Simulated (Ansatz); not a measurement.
Ni3Sn4:
```cif
data_Ni6Sn8
_chemical_formula_sum 'Ni6 Sn8'
_space_group_name_H-M_alt 'C2/m'
_space_group_IT_number 12
_space_group_name_Hall '-C 2y'
_cell_length_a 12.18228
_cell_length_b 4.05963
_cell_length_c 5.20416
_cell_angle_alpha 90.000
_cell_angle_beta 105.115
_cell_angle_gamma 90.000
loop_
_space_group_symop_operation_xyz
  'x, y, z'
  '-x, -y, -z'
  '-x, y, -z'
  'x, -y, z'
  'x+1/2, y+1/2, z'
  '-x+1/2, -y+1/2, -z'
  '-x+1/2, y+1/2, -z'
  'x+1/2, -y+1/2, z'
loop_
_atom_site_label
_atom_site_type_symbol
_atom_site_symmetry_multiplicity
_atom_site_Wyckoff_symbol
_atom_site_fract_x
_atom_site_fract_y
_atom_site_fract_z
_atom_site_occupancy
Ni1 Ni 2 a 0.00000 0.00000 0.00000 1
Ni2 Ni 4 i 0.21551 0.00000 0.33609 1
Sn1 Sn 4 i 0.07264 0.50000 0.31401 1
Sn2 Sn 4 i 0.17217 0.00000 0.81250 1
```
(The calculation used a cell of 7 atoms; values per cell refer to that cell.)

Relaxed with r²SCAN.

Task: Which orbitals make up the states near the Fermi level in DFT-r²SCAN in the program Ansatz with PAW potentials?

Result: Within 0.5 eV of the Fermi level: Ni 3d 44 %, Sn 5p 42 %, Sn 5s 8 %. Projections are on Löwdin-orthogonalised atomic valence shells; empty p or d shells of many metals are not among them.

Task: Tabulate the density of states.

Result: States/eV per cell of 7 atoms, in 0.25 eV bins, energy from the Fermi level.

```
E (eV)  total  Ni 3d  Sn 5p  Sn 5s
------  -----  -----  -----  -----
-7.85    2.06   0.13   0.47   1.29
-7.60    1.69   0.12   0.40   1.02
-7.35    1.83   0.15   0.43   1.10
-7.10    1.64   0.16   0.39   0.97
-6.85    1.90   0.23   0.43   1.12
-6.60    1.58   0.23   0.32   0.95
-6.35    1.20   0.20   0.21   0.75
-6.10    0.80   0.12   0.26   0.36
-5.85    0.80   0.11   0.37   0.23
-5.60    1.04   0.13   0.60   0.17
-5.35    1.41   0.18   0.86   0.17
-5.10    2.07   0.32   1.23   0.25
-4.85    2.76   0.53   1.62   0.29
-4.60    3.35   0.84   1.83   0.35
-4.35    3.01   0.91   1.54   0.31
-4.10    2.73   0.94   1.30   0.27
-3.85    3.26   1.30   1.45   0.26
-3.60    4.03   1.81   1.72   0.26
-3.35    5.32   2.81   2.03   0.22
-3.10    7.50   4.66   2.29   0.22
-2.85    9.29   6.52   2.18   0.25
-2.60   12.77  10.18   2.00   0.18
-2.35   16.95  14.22   2.15   0.17
-2.10   12.60  11.05   1.18   0.10
-1.85   12.08  10.43   1.21   0.12
-1.60   14.16  12.62   1.07   0.15
-1.35   10.82   9.46   0.97   0.19
-1.10    9.58   7.81   1.23   0.31
-0.85    6.11   4.29   1.36   0.24
-0.60    4.23   2.35   1.45   0.22
-0.35    3.60   1.73   1.46   0.22
-0.10    3.18   1.41   1.32   0.25
0.15     2.28   0.86   1.04   0.22
0.40     2.01   0.76   0.85   0.26
0.65     2.33   0.85   0.93   0.39
0.90     2.40   0.78   1.02   0.43
1.15     2.53   0.75   1.09   0.49
1.40     2.47   0.65   1.12   0.49
1.65     2.68   0.64   1.30   0.49
1.90     2.59   0.56   1.32   0.44
2.15     2.47   0.47   1.32   0.42
2.40     2.61   0.44   1.44   0.42
2.65     2.64   0.40   1.48   0.38
2.90     2.62   0.35   1.49   0.33
3.15     2.80   0.33   1.59   0.30
3.40     3.16   0.32   1.81   0.29
3.65     3.09   0.28   1.78   0.26
3.90     3.14   0.26   1.80   0.26
4.15     2.80   0.21   1.60   0.22
4.40     3.05   0.21   1.68   0.20
4.65     3.27   0.20   1.81   0.19
4.90     3.39   0.19   1.88   0.17
```

The first step of the workflow began from a Materials Project structure, measured or hypothetical; the Crystallography Open Database files this formula in space group No. 12, but the cells were not matched. Whether it is the stable phase at ambient conditions was not checked. The cell was relaxed with r²SCAN under the symmetry of its start; whether a distortion lowers the energy is not shown. The run is not spin-polarised. Scalar-relativistic: spin–orbit coupling is off unless named, which matters more the heavier the elements.

Potentials: the earlier of the program's two PAW sets.
